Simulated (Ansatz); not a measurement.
Input and command of a calculation in Ansatz (plane waves; scalar-relativistic PAW potentials unless the input names others):

```yaml
crystal:
  lattice:
    - [3.8379900662, 0.0, 0.0]
    - [0.0, 3.8379900662, 0.0]
    - [0.0, 0.0, 3.8379900662]
  atoms:
    - { symbol: Cu, position: [0.0, 0.5, 0.5] }
    - { symbol: Cu, position: [0.5, 0.0, 0.5] }
    - { symbol: Cu, position: [0.5, 0.5, 0.0] }
    - { symbol: Cl, position: [0.0, 0.0, 0.0] }
basis:
  ecutwfc: 420
kpoints:
  mp_grid: { grid: [10, 10, 10] }
hamiltonian:
  xc: pbe
scf:
  occupations: { method: gaussian, width: 0.02 }
  mixing: { preconditioner: ldos }
output:
  forces: true
  eigenvalues: true
  stress: true
relax:
  adjacent_minimum: "off"
  f_tol: 0.01
  max_steps: 80
  cell: { stress_tol: 0.05 }
```

```bash
ansatz run input.yaml --threads 1 --pin off --max-ram 2560MiB --backend cpu --events-out ev --progress --plain --runs-dir out
```

Abridged log:
```
Basis set: ecut = 420 eV, 1141 PW (Γ), exchange–correlation on 54×54×54 points (8 copies of the dense FFT grid, shifted against one another)
Bands: 39, of which v1, the nominal top of the filled ones, is band 32 counted from 1 (31 counted from 0)
Symmetry: 48 space group operations
k-points: 56 of 1000
SCF iter   1: F=—  HF=-20953.679092 eV  |F-HF|=—  |Δ(HF+E_count)|=         —  Δρ=3.65e-3  dr2=8.07e-3  ethr=1.77e-3  ⟨swp⟩=5.6  Hψ=7764  notcnv=0
SCF iter   2: F=—  HF=-20953.678136 eV  |F-HF|=—  |Δ(HF+E_count)|=   9.57e-4  Δρ=2.44e-3  dr2=2.30e-3  ethr=1.26e-5  ⟨swp⟩=2.0  Hψ=3964  notcnv=0  defer=106
SCF iter   3: F=—  HF=-20953.678560 eV  |F-HF|=—  |Δ(HF+E_count)|=   4.24e-4  Δρ=3.62e-3  dr2=4.45e-3  ethr=3.60e-6  ⟨swp⟩=2.0  Hψ=4156  notcnv=0  defer=106
SCF iter   4: F=—  HF=-20953.677461 eV  |F-HF|=—  |Δ(HF+E_count)|=   1.10e-3  Δρ=3.60e-4  dr2=9.83e-5  ethr=3.60e-6  ⟨swp⟩=2.3  Hψ=3496  notcnv=0  defer=106
SCF iter   5: F=—  HF=-20953.677423 eV  |F-HF|=—  |Δ(HF+E_count)|=   3.87e-5  Δρ=5.59e-5  dr2=1.48e-6  ethr=1.54e-7  ⟨swp⟩=2.0  Hψ=3000  notcnv=0  defer=106
SCF iter   6: F=-20953.677422 eV  HF=-20953.677422 eV  |F-HF|=8.51e-8  |Δ(HF+E_count)|=   1.99e-7  Δρ=1.51e-5  dr2=7.31e-8  ethr=1.56e-10  ⟨swp⟩=6.7  Hψ=9660  notcnv=0
SCF 1 converged in 6 iterations: F = -20953.677422 eV  dr2 = 7.31e-8
relax step   1: F+E_penalty+E_count = -20953.67742228 eV  Δ(F+E_penalty+E_count) = +0.000e0 eV  max|allowed force component| = 7.889e-29 eV/Å  Δτ_max = 0.0000 Å  P = -0.012 GPa  Ω = 56.534 Å³  (6 SCF iters, dr2 threshold 1.00e-7 eV, accepted)
Initial density: handed on by an earlier stage of this run
Initial wavefunctions: pseudopotential atomic-orbital guess (no wavefunctions were taken with the density)
SCF iter   1: F=—  HF=-20953.677433 eV  |F-HF|=—  |Δ(HF+E_count)|=         —  Δρ=1.55e-5  dr2=7.66e-8  ethr=2.03e-8  ⟨swp⟩=3.0  Hψ=14107  notcnv=0
SCF iter   2: F=—  HF=-20953.677422 eV  |F-HF|=—  |Δ(HF+E_count)|=   1.08e-5  Δρ=3.25e-5  dr2=3.15e-7  ethr=1.20e-10  ⟨swp⟩=2.0  Hψ=3978  notcnv=0
SCF iter   3: F=—  HF=-20953.677422 eV  |F-HF|=—  |Δ(HF+E_count)|=   8.78e-8  Δρ=4.84e-6  dr2=8.62e-9  ethr=1.20e-10  ⟨swp⟩=2.0  Hψ=3977  notcnv=0
SCF iter   4: F=—  HF=-20953.677422 eV  |F-HF|=—  |Δ(HF+E_count)|=   1.89e-9  Δρ=7.97e-7  dr2=3.05e-10  ethr=1.35e-11  ⟨swp⟩=2.0  Hψ=2931  notcnv=0
SCF iter   5: F=-20953.677422 eV  HF=-20953.677422 eV  |F-HF|=7.28e-12  |Δ(HF+E_count)|=  6.91e-11  Δρ=7.49e-8  dr2=1.75e-12  ethr=1.00e-12  ⟨swp⟩=3.1  Hψ=8031  notcnv=0
SCF 2 converged in 5 iterations: F = -20953.677422 eV  dr2 = 1.75e-12
SCF converged after 5 iterations
Free energy (F): -20953.677422 eV
Harris-Foulkes:  -20953.677422 eV  (|F-HF|=7.28e-12)
Internal energy: -20953.677074 eV  (E = F + TS)
E sigma→0 (E₀):  -20953.677248 eV
Entropy (-TS):   -0.000348 eV (-0.087 meV/atom)
Fermi energy:    12.906990 eV
--- Forces (eV/Å), atoms counted from 1 ---
  atom   1  Cu     0.00000000     0.00000000     0.00000000
  atom   2  Cu     0.00000000     0.00000000     0.00000000
  atom   3  Cu     0.00000000     0.00000000     0.00000000
  atom   4  Cl     0.00000000     0.00000000     0.00000000
--- Stress (GPa, compression-positive) ---
       -0.012135       0.000000       0.000000
        0.000000      -0.012135       0.000000
        0.000000       0.000000      -0.012135
  P = ⅓ Tr σ = -0.0121 GPa (-0.121 kbar)
--- Relaxed structure (1 steps of the walk, 1 accepted, 1 SCFs on fresh bases) ---
  F+E_penalty+E_count = -20953.67742235 eV   max|allowed force component| = 7.566e-29 eV/Å   (the final SCF, on the basis selected at the relaxed cell)
  cell:  # Å, volume = 56.5342 Å³
    - [3.8379900662, 0.0, 0.0]
    - [0.0, 3.8379900662, 0.0]
    - [0.0, 0.0, 3.8379900662]
  atoms:
    - { symbol: Cu, position: [0.0, 0.5, 0.5] }
    - { symbol: Cu, position: [0.5, 0.0, 0.5] }
    - { symbol: Cu, position: [0.5, 0.5, 0.0] }
    - { symbol: Cl, position: [0.0, 0.0, 0.0] }
```

Apart from outputs and empty bands, the input differs from a reference run on usual settings in scf.mixing.preconditioner: not typed → "ldos". The reference, at the same start, ended its own course with a relaxed volume of 14.13 Å³/atom, pressure -0.01 GPa, largest force 0.000 eV/Å, gap on the mesh 0.01 eV. This run converged in 11 SCF iterations over all its steps (reference: 13) with an energy at zero smearing within 0.01 meV/atom of the reference's, a relaxed volume of 14.13 Å³/atom, pressure -0.01 GPa, largest force 0.000 eV/Å, gap on the mesh 0.01 eV.

The run took 17 s on 1 thread of AMD EPYC 7R43 64-Core Processor (Zen 3), with other jobs on the host, peak memory 0.45 GiB.